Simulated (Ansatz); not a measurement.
Two-dimensional strain map in Au

Method: Ansatz 0.2.0, DFT r2SCAN, scalar-relativistic, plane waves, PAW. Settings: plane waves to 500 eV, k-mesh 20×20×20 (Γ-centred), Gaussian smearing 0.15 eV. Spin–orbit coupling is left out, which can shift energies with elements as heavy as these. No spin polarisation. Energies are free energies at this smearing, counted from the undisturbed cell; pressure is positive in compression.

The starting cell (as given, not relaxed at this level; it stands at -4.7 GPa; this bcc form isn't the usual structure):

```
CELL_PARAMETERS angstrom
-1.65727 1.65727 1.65727
1.65727 -1.65727 1.65727
1.65727 1.65727 -1.65727
ATOMIC_POSITIONS crystal
Au 0.00000 0.00000 0.00000
```

The cell is strained by p along both x and y and by q along z, fractional coordinates fixed. Points are written (p, q).

Energy above the undisturbed cell in meV/atom (a dash: not computed):

| p \ q | -0.030 | -0.015 | 0.000 | 0.015 | 0.030 |
| --- | --- | --- | --- | --- | --- |
| -0.030 | 19.0 | 5.3 | -3.8 | -8.8 | -10.2 |
| -0.015 | -3.9 | – | -9.5 | – | -0.8 |
| 0.000 | -9.5 | -6.5 | 0.0 | 9.6 | 21.7 |
| 0.015 | -0.8 | – | 22.1 | – | 54.9 |
| 0.030 | 19.7 | 36.1 | 54.5 | – | 97.0 |

Pressure in GPa:

```
 p \ q  -0.030  -0.015  0.000  0.015  0.030
-0.030    10.2     7.1    4.3    1.8   -0.5
-0.015     4.2       –   -0.7      –   -4.6
 0.000    -0.6    -2.8   -4.7   -6.4   -8.0
 0.015    -4.6       –   -8.0      –  -10.6
 0.030    -7.8    -9.3  -10.6      –  -12.7
```